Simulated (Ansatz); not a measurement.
All numbers below come from Ansatz, DFT PBE, scalar-relativistic, plane waves, PAW. All cells share a 420 eV cutoff and Γ-centred k meshes spaced at most about 0.3 Å⁻¹ (about 0.25 or finer for metals, 2π included). Collinear spin in cells that started with moments and kept them past the coarse steps, no spin elsewhere.

Temperature and zero-point effects are left out. All come from trial cells, and lower structures may exist.

Question: Which of these relaxed structures of TiAl4Ni3 is the lowest in energy?
A.

```
CELL_PARAMETERS angstrom
4.02883 0.00000 0.00000
0.00000 4.02883 0.00000
0.00000 0.00000 6.50511
ATOMIC_POSITIONS crystal
Ti 0.50000 0.50000 0.00000
Al 0.50000 0.00000 0.72835
Al 0.00000 0.50000 0.72835
Al 0.50000 0.00000 0.27165
Al 0.00000 0.50000 0.27165
Ni 0.00000 0.00000 0.00000
Ni 0.00000 0.00000 0.50000
Ni 0.50000 0.50000 0.50000
```

B.

```
CELL_PARAMETERS angstrom
2.87986 0.00000 0.00000
0.00000 2.87986 0.00000
0.00000 0.00000 12.66756
ATOMIC_POSITIONS crystal
Ti 0.50000 0.50000 0.00000
Al 0.00000 0.00000 0.84430
Al 0.00000 0.00000 0.15570
Al 0.00000 0.00000 0.38537
Al 0.00000 0.00000 0.61463
Ni 0.50000 0.50000 0.27098
Ni 0.50000 0.50000 0.50000
Ni 0.50000 0.50000 0.72902
```

C.

```
CELL_PARAMETERS angstrom
-2.98820 2.98820 2.98820
2.98820 -2.98820 2.98820
2.98820 2.98820 -2.98820
ATOMIC_POSITIONS crystal
Ti 0.00000 0.00000 0.00000
Al 0.00000 0.50000 0.00000
Al 0.50000 0.50000 0.50000
Al 0.00000 0.00000 0.50000
Al 0.50000 0.00000 0.00000
Ni 0.50000 0.00000 0.50000
Ni 0.50000 0.50000 0.00000
Ni 0.00000 0.50000 0.50000
```

D.

```
CELL_PARAMETERS angstrom
6.02534 0.00000 0.00000
0.00000 6.02534 0.00000
0.00000 0.00000 2.91856
ATOMIC_POSITIONS crystal
Ti 0.50000 0.50000 0.00000
Al 0.23500 0.23500 0.50000
Al 0.23500 0.76500 0.50000
Al 0.76500 0.23500 0.50000
Al 0.76500 0.76500 0.50000
Ni 0.00000 0.00000 0.00000
Ni 0.00000 0.50000 0.00000
Ni 0.50000 0.00000 0.00000
```

Answer: B. It has space group P4/mmm (No. 123); the next, A, with space group P4/mmm (No. 123), lies 70 meV/atom higher. Largest moments: B no spin, A no spin, D no spin, C 0.9 μB. Counting all near atoms (those within 1.25 times the shortest distance at each site; a plus sign parts nearer from farther groups; a slash parts the counts of unlike sites), the lowest has Ti 12+2, Al 4+9/8+6, Ni 8+5/8+6 and the next has Ti 12+2, Al 13, Ni 8+4/12+2.

Another magnetic order may lie lower. Trial moments died out on the coarse mesh in P4/mmm; another magnetic start might hold. Cells relaxed within their symmetry can be saddle points. Some candidate types were left out of the draw beforehand, so a known form may be missing.
